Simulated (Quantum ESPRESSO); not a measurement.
# Where does C sit best among Si sites?

These are calculations, not measurements. They come from pw.x of Quantum ESPRESSO 7.5, a plane-wave density functional program, with PseudoDojo standard norm-conserving files (v0.5 for PBE, v0.4.1 for LDA and PBEsol). The cells are made up: elements, strain and atom displacements were drawn at random, and nothing was relaxed. There is no spin polarisation, spin-orbit coupling or dispersion term.

The cell has 8 sites of a zincblende or diamond lattice. Sites 1 to 4 hold X X X X; sites 5 to 8 hold Si Ge Ge Ge. Cell vectors in Å: (5.788, 0.000, 0.000); (0.000, 5.788, 0.000); (0.000, 0.000, 5.788). Settings: PBE, cutoff 1116 eV, 6 x 6 x 6 k mesh shifted by half a step, Fermi-Dirac smearing of 0.1 eV.

In each run one of the sites marked X holds C and the others hold Si; cell and positions stay the same. E is the free energy of the cell.

| site of the guest | first shell | mean distance (Å) | E above the lowest (eV) | P (GPa) | force on the guest (eV/Å) |
| --- | --- | --- | --- | --- | --- |
| 1 | Ge3Si | 2.504 | 0.183 | -10.64 | 0.429 |
| 2 | Ge3Si | 2.508 | 0.202 | -10.63 | 0.529 |
| 3 | Ge3Si | 2.548 | 0.413 | -10.15 | 0.499 |
| 4 | Ge3Si | 2.471 | 0.000 | -11.04 | 0.389 |

A rerun of one of these cells at 1347 eV and k mesh 8 x 8 x 8 moved values by no more than 0.002 eV in the cell's energy, 0.02 GPa in stress and 0.006 eV/Å in force.

## Reading the table

Site 4 is lowest, by 0.183 eV, over three times the rerun's bound. A straight line of energy against the mean distance has a slope of 5.4 ± 0.1 eV/Å, so the guest costs less on the tighter sites. The positions are random and not relaxed, so the differences hold for this frozen cell and are not site preferences of a real crystal.